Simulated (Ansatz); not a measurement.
TePd:
```xyz
4
Lattice="1.9277 -5.3087 0.0000 1.9277 5.3087 0.0000 0.0000 0.0000 4.0961" Properties=species:S:1:pos:R:3 pbc="T T T"
Te     1.9277    -1.4953     1.0240
Pd     1.9277    -4.2516     1.0240
Te     1.9277     1.4953     3.0721
Pd     1.9277     4.2516     3.0721
```

Relaxed with PBE. Special points in fractions of this cell's reciprocal vectors: Γ (0.000, 0.000, 0.000); Y (-0.500, 0.500, 0.000); C0 (-0.283, 0.717, 0.000); Σ0 (0.283, 0.283, 0.000); Z (0.000, 0.000, 0.500); A0 (0.283, 0.283, 0.500); E0 (-0.283, 0.717, 0.500); T (-0.500, 0.500, 0.500); S (0.000, 0.500, 0.000); R (0.000, 0.500, 0.500).

Q: List the band energies nearest the Fermi level at these points for PBE (plane waves, PAW; program Ansatz).

A: In eV from the Fermi level; about four levels below and three above (degenerate sets whole), none deeper than 8.9 eV; points with the same levels are listed once.

```tsv
k	below	above
Γ	-1.92 -1.92 -0.66 -0.61	0.08 0.09 2.57
Y	-1.55 -0.97 -0.22 -0.14	0.46 3.40 5.15
C0	-2.16 -2.16 -2.00 -1.97 -0.08	1.57 1.59 1.77
Z	-2.27 -2.27 -0.28 -0.28	1.88 1.88 4.66 4.66
A0	-1.57 -1.57 -0.03 -0.03	3.10 3.10 7.00 7.00
T	-2.55 -2.55 -1.69 -1.69	1.46 1.46 1.84 1.84
S	-2.11 -1.96 -1.80 -0.23	0.56 1.56 1.61
R	-1.79 -1.79 -0.48 -0.48	3.13 3.13 5.92 5.92
```

Space group Cmcm. The start of the workflow was typed in or built on a structure type; neither database checked (COD, Materials Project) lists it. COD files the formula under space group No. 194. Whether it is the stable phase at ambient conditions was not checked. Symmetry was held in the PBE relaxation; whether a distortion lowers the energy is not shown. No spin polarisation was allowed. Scalar-relativistic: spin–orbit coupling is off unless named, which matters more the heavier the elements.

Potentials: the later of the program's two PAW sets.
